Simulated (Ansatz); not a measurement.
Method: DFT PBE, scalar-relativistic, plane waves, PAW (Ansatz). The final run on the 6-atom cell used 420 eV, a Γ-centred 12×12×8 mesh, 0.10 eV smearing and collinear spin.

Formation energies are uncorrected and count from the elements' standard states at the same level.

Question: Propose a candidate for a hexagonal metal that holds Pt and 1 more element, with a formation energy near −0.15 eV/atom, a density near 16.79 g/cm³ and a net moment near 1.3 μB per atom, in a cell of 6 atoms. Its symmetry should be P-62m (No. 189).

Answer: FePt2, space group P-62m (No. 189). Around Fe lie 9 Pt at 2.73–2.76 Å and 3 Fe at 2.76 Å; around Pt on a site of symmetry m2m lie 4 Fe at 2.73 Å and 8 Pt at 2.73–2.82 Å; Pt on a site of symmetry -62m has 6 Pt at 2.76 Å and 6 Fe at 2.76 Å.

```xyz
6
Lattice="4.7868 0.0000 0.0000 -2.3934 4.1455 0.0000 0.0000 0.0000 4.4456" Properties=species:S:1:pos:R:3 pbc="T T T"
Fe    2.3934    1.3818    2.2228
Fe    0.0000    2.7636    2.2228
Pt    3.1559    0.0000    0.0000
Pt    0.8154    1.4124    0.0000
Pt   -1.5779    2.7331    0.0000
Pt    0.0000    0.0000    2.2228
```

The volume per atom is 14.70 Å³, the density is 16.79 g/cm³ and the energy over the elements is −0.15 eV/atom. The gap on the 12×12×8 mesh of the 6-atom cell is 0 eV (a metal). The net moment per atom is 1.28 μB. The moment by site is Fe 3.1 (×2); Pt 0.4 (×4) μB.

The cell was found from a structure generator's guess, not taken from experiment. Other answers may fit too; this one was computed.

These runs have no spin–orbit coupling, which can matter for Pt. Another magnetic order may lie lower. Symmetry constrained the relaxation, so the result can be a saddle point. Another cell of FePt2 relaxed alike, in I4/mmm, lies 67 meV/atom lower, so this cell isn't the stable form at this level. Site moments count only spheres around the atoms; the net moment includes the space between them.
